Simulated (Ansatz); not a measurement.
**Guessed and relaxed cells of Cd**

The guess for Cd was made by a generator: random sheet by layer group and Wyckoff sites. Lengths were set from tabulated atomic sizes, so they are only a guess.

This is a two-dimensional sheet: the third axis spans vacuum and isn't periodic. Symmetry isn't written into the files.

start.cif

```cif
data_structure
_symmetry_space_group_name_H-M 'P 1'
_symmetry_Int_Tables_number 1
_cell_length_a 6.2786
_cell_length_b 6.2786
_cell_length_c 14.0000
_cell_angle_alpha 90.000
_cell_angle_beta 90.000
_cell_angle_gamma 120.000
_cell_volume 477.95
loop_
_atom_site_label
_atom_site_type_symbol
_atom_site_fract_x
_atom_site_fract_y
_atom_site_fract_z
_atom_site_occupancy
Cd1 Cd 0.00000 0.50000 0.50000 1
Cd2 Cd 0.50000 0.00000 0.50000 1
Cd3 Cd 0.50000 0.50000 0.50000 1
```

Level of theory: Ansatz 0.2.0, DFT PBE, scalar-relativistic, plane waves, PAW. Cutoff 420 eV, Gaussian smearing, Γ-centred meshes. In-plane cell and atoms relax first on a coarse mesh and then on a finer one. In metals the finer mesh still leaves noise of several meV/atom or more. The steps can't lower the symmetry of their start. No spin polarisation.

end.cif

```cif
data_structure
_symmetry_space_group_name_H-M 'P 1'
_symmetry_Int_Tables_number 1
_cell_length_a 5.9065
_cell_length_b 5.9065
_cell_length_c 23.8000
_cell_angle_alpha 90.000
_cell_angle_beta 90.000
_cell_angle_gamma 120.000
_cell_volume 719.05
loop_
_atom_site_label
_atom_site_type_symbol
_atom_site_fract_x
_atom_site_fract_y
_atom_site_fract_z
_atom_site_occupancy
Cd1 Cd 0.00000 0.50000 0.29412 1
Cd2 Cd 0.50000 0.00000 0.29412 1
Cd3 Cd 0.50000 0.50000 0.29412 1
```

The symmetry stays p6/mmm (No. 80). The area per atom shrinks by 11.5 %, from 11.4 to 10.1 Å². The shortest distance goes from 3.14 Å (Cd–Cd) to 2.95 Å (Cd–Cd). The program sets the height of the box itself, so the height of the cell differs between start and end.

| Property | Result |
| --- | --- |
| Layer group | p6/mmm (No. 80) |
| In-plane cell | a = 5.906 Å, b = 5.906 Å, γ = 120.0° |
| Area per atom | 10.07 Å² |
| Thickness between the outermost nuclei | 0.00 Å |
| Energy over the standard state | +0.48 eV/atom |
| Gap on the 12×12×1 mesh of the 3-atom cell | 0 eV (a metal) |

Energies count from the standard state of Cd at the same level. It lies above the standard state, so it could only be metastable.

The last run used Gaussian smearing of 0.10 eV. Symmetry constrained the relaxation, so the result can be a saddle point. In all, the 4 runs took 2.8 min on 1 thread of Intel(R) Xeon(R) 6975P-C (Granite Rapids), on a shared host.
